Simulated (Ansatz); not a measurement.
Te₂Pt:
```cif
data_PtTe2
_chemical_formula_sum 'Te2 Pt1'
_space_group_name_H-M_alt 'P-3m1'
_space_group_IT_number 164
_space_group_name_Hall '-P 3 2"'
_cell_length_a 4.08820
_cell_length_b 4.08820
_cell_length_c 5.39417
_cell_angle_alpha 90.000
_cell_angle_beta 90.000
_cell_angle_gamma 120.000
loop_
_atom_site_label
_atom_site_type_symbol
_atom_site_symmetry_multiplicity
_atom_site_Wyckoff_symbol
_atom_site_fract_x
_atom_site_fract_y
_atom_site_fract_z
_atom_site_occupancy
Te1 Te 2 d 0.33333 0.66667 0.25263 1
Pt1 Pt 1 a 0.00000 0.00000 0.00000 1
```

Relaxed with PBE.

Question: Which orbitals make up the states near the Fermi level in plane-wave PAW PBE (Ansatz code)?

Answer: Within 0.5 eV of the Fermi level: Te 5p 65 %, Pt 5d 25 %. Projections are on Löwdin-orthogonalised atomic valence shells; empty p or d shells of many metals are not among them.

Question: Tabulate the density of states.

Answer: States/eV per cell of 3 atoms, in 0.25 eV bins, energy from the Fermi level.

```tsv
E (eV)	total	Te 5p	Pt 5d	Pt 6s
-7.85	0.00	0.00	0.00	0.00
-7.60	0.00	0.00	0.00	0.00
-7.35	0.00	0.00	0.00	0.00
-7.10	0.00	0.00	0.00	0.00
-6.85	0.07	0.04	0.01	0.01
-6.60	0.64	0.39	0.11	0.12
-6.35	1.67	0.98	0.27	0.34
-6.10	2.08	1.23	0.42	0.34
-5.85	2.61	1.48	0.90	0.13
-5.60	2.62	1.55	0.90	0.09
-5.35	4.30	1.87	2.26	0.08
-5.10	4.81	1.89	2.71	0.10
-4.85	4.17	1.71	2.07	0.17
-4.60	1.52	0.58	0.79	0.04
-4.35	2.89	1.07	1.60	0.10
-4.10	4.07	1.27	2.52	0.09
-3.85	6.10	1.44	4.38	0.08
-3.60	2.13	0.40	1.66	0.02
-3.35	5.46	0.49	4.71	0.16
-3.10	3.84	0.89	2.58	0.20
-2.85	2.65	1.18	1.27	0.08
-2.60	2.90	1.43	1.31	0.05
-2.35	2.94	1.68	1.13	0.02
-2.10	2.27	1.36	0.80	0.02
-1.85	2.35	1.51	0.70	0.02
-1.60	2.70	1.90	0.63	0.02
-1.35	1.88	1.40	0.35	0.02
-1.10	1.66	1.32	0.24	0.01
-0.85	1.35	1.11	0.16	0.01
-0.60	0.82	0.65	0.10	0.01
-0.35	0.63	0.48	0.10	0.01
-0.10	0.88	0.58	0.22	0.01
0.15	1.59	0.99	0.44	0.02
0.40	1.64	1.04	0.44	0.03
0.65	1.92	1.25	0.49	0.03
0.90	1.78	1.21	0.42	0.02
1.15	2.10	1.47	0.46	0.03
1.40	2.47	1.78	0.50	0.04
1.65	2.25	1.66	0.44	0.02
1.90	1.74	1.32	0.35	0.01
2.15	0.50	0.39	0.10	0.00
2.40	0.00	0.00	0.00	0.00
2.65	0.01	0.00	0.00	0.00
2.90	0.21	0.06	0.00	0.09
3.15	0.69	0.20	0.02	0.26
3.40	1.29	0.40	0.04	0.44
3.65	2.12	0.66	0.07	0.65
3.90	1.48	0.41	0.03	0.43
4.15	1.31	0.35	0.02	0.39
4.40	1.11	0.23	0.02	0.29
4.65	1.22	0.16	0.01	0.21
```

The PBE relaxation kept the symmetry of its start. No spin polarisation was allowed. A crystal of weakly bound layers computed without a dispersion correction: the cell and the soft elastic constants depend strongly on that. Spin–orbit coupling is left out wherever it is not named.

Potentials: the later of the program's two PAW sets.
